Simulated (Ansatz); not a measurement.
**CdHg2Se3: rattling a relaxed structure**

It was reached by relaxing an invented guess, and it needn't be the stable form of this composition.

Theory: DFT PBE, scalar-relativistic, plane waves, PAW in Ansatz 0.2.0. Cutoff 420 eV; k points 12×12×2 on the computed 12-atom cell (Γ-centred); Gaussian smearing, width 0.10 eV; no spin polarisation.

The cell below (12 atoms, space group P6_3mc (No. 186)) is relaxed within its symmetry.

```
CELL_PARAMETERS angstrom
4.41310 0.00000 0.00000
-2.20655 3.82186 0.00000
0.00000 0.00000 21.62378
ATOMIC_POSITIONS crystal
Cd 0.66667 0.33333 0.66610
Cd 0.33333 0.66667 0.16610
Hg 0.66667 0.33333 0.00057
Hg 0.66667 0.33333 0.33279
Hg 0.33333 0.66667 0.50057
Hg 0.33333 0.66667 0.83279
Se 0.66667 0.33333 0.12626
Se 0.66667 0.33333 0.45838
Se 0.66667 0.33333 0.79089
Se 0.33333 0.66667 0.29089
Se 0.33333 0.66667 0.62626
Se 0.33333 0.66667 0.95838
```

For the test it was strained at random (σ = 1.5 % a component), the atoms were moved at random (σ = 0.05 Å), and all was relaxed again on a coarse 6×6×1 mesh (in the run’s order of axes) with 0.20 eV smearing, with no symmetry imposed.

These runs have no spin–orbit coupling, which can matter for Hg.

**Question.** Is the structure stable against such a distortion?

**Answer.** It returns, within 1 meV/atom of the unmoved cell on that mesh and with the same symmetry when read at 0.1 Å (Cmc2_1 at 0.01 Å, so small strains and shifts remain). No instability shows in this cell; modes of other wave vectors, which need another repeat, aren't tested.
